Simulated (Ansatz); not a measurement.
ReSe2 (anatase, I4_1/amd), PBE in the plane-wave PAW code Ansatz, all energies at zero smearing, with the estimated change up to a 700 eV cutoff added, with one set of potentials and settings (totals compare only within such a set). Cell of 6 atoms (2 Re, 4 Se): -43611.437 eV.

| element | reference phase | E (eV/atom) |
|---|---|---|
| Re | P6_3/mmc, 2 atoms in the cell | -10868.0812 |
| Se | P3_121, 3 atoms in the cell | -5469.0798 |

Formation energy per atom, worked out: (-43611.437 − 2×(-10868.0812) − 4×(-5469.0798))/6 = 0.174 eV/atom (17 kJ per mol of atoms), at 0 K, without zero-point energy or fitted corrections.

A made-up cell: these elements were put on the sites of a structure type; neither database checked (COD, Materials Project) lists it. COD files the formula under space group No. 2, so this cell is another polymorph or a model. Whether it is the stable phase at ambient conditions was not checked. The PBE relaxation kept the symmetry of its start; whether a distortion lowers the energy is not shown. The run is not spin-polarised. The references are the lowest solids computed at this level, not always the standard phases. Spin–orbit coupling is left out wherever it is not named.

Potentials: the later of the program's two PAW sets.
